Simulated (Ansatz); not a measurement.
The cell is a 14-atom cell of GeC5N8 built on β-Si3N4 (relaxed group Pm); cell and atoms were relaxed with r2SCAN. It is monoclinic, Pm (No. 6); a = 6.560 Å, b = 2.515 Å, c = 6.682 Å, β = 117.6° in the conventional setting, 6.98 Å³ an atom. Around C lie 4 N at 1.47–1.49 Å; around Ge lie 4 N at 1.72–1.78 Å and 2 Ge at 2.51 Å; around C lie 4 N at 1.46–1.62 Å; around C lie 4 N at 1.38–1.50 Å; around C lie 4 N at 1.50–1.54 Å; around C lie 4 N at 1.44–1.52 Å; around N lie 3 C at 1.43–1.51 Å; around N lie 2 C at 1.46–1.49 Å and 1 Ge at 1.77 Å (further sites aren't listed).

```
C Ge N
1.0
     6.86415    0.00000    0.07013
     0.00000    2.51468    0.00000
    -3.37180    0.00000    5.62669
C Ge N
5 1 8
Direct
  0.56802 0.50000 0.80393
  0.76275 0.00000 0.60805
  0.24597 0.50000 0.41032
  0.17606 0.50000 0.77167
  0.40301 0.00000 0.18854
  0.83837 0.00000 0.23823
  0.31914 0.50000 0.65676
  0.65201 0.00000 0.35019
  0.71611 0.50000 0.69830
  0.61989 0.00000 0.93602
  0.02695 0.00000 0.68298
  0.01699 0.50000 0.25396
  0.33682 0.00000 0.36414
  0.31790 0.50000 0.03694
```

The questions ask for values computed with Ansatz 0.2.0 on this geometry. Values at 0 K without nuclear motion; no magnetic order is allowed, and the phase may be a hypothetical one.

Given (4×10×4 mesh): PBE gives an indirect gap of 2.56 eV, from Γ to Z; the least direct gap is 2.75 eV at Γ.

Problem. How does the gap change from PBE to PBE+SOC (4×10×4)?

Solution. The PBE+SOC gap is indirect, 2.56 eV (Γ to Z), below the direct gap of 2.75 eV at Γ. The gap differs by 0.00 eV from PBE's.

Problem. Estimate the gap with r2SCAN on 4×10×4.

Solution. The r2SCAN gap is indirect, 2.99 eV (Γ to Z), below the direct gap of 3.18 eV at Γ. The gap differs by +0.43 eV from PBE's.

Problem. How does the gap change from PBE to HSE06 (4×6×4)?

Solution. With HSE06 the valence top lies at Γ and the conduction bottom at Z, 3.99 eV higher; the smallest vertical gap, at Γ, is 4.35 eV. The gap differs by +1.43 eV from PBE's.

Problem. Estimate the gap with PBE0 on 4×6×4.

Solution. With PBE0 the valence top lies at Γ and the conduction bottom at Z, 4.76 eV higher; the smallest vertical gap, at Γ, is 5.13 eV. The gap differs by +2.20 eV from PBE's.

Problem. What are ε∞ and the Born charges with r2SCAN?

Solution. The clamped-ion dielectric constant comes out as a tensor with principal values 5.07, 5.08, 5.73. Born charges, averaged over directions: C +2.28 to +2.44, Ge +3.33, N -2.09 to -1.73 e. The program notes that the ground state's band table doesn't vouch for all the bands that the response reads.

Only the levels marked +SOC include spin-orbit coupling.

The meshes of the hybrids are coarse, so their gaps aren't converged to the digits shown.
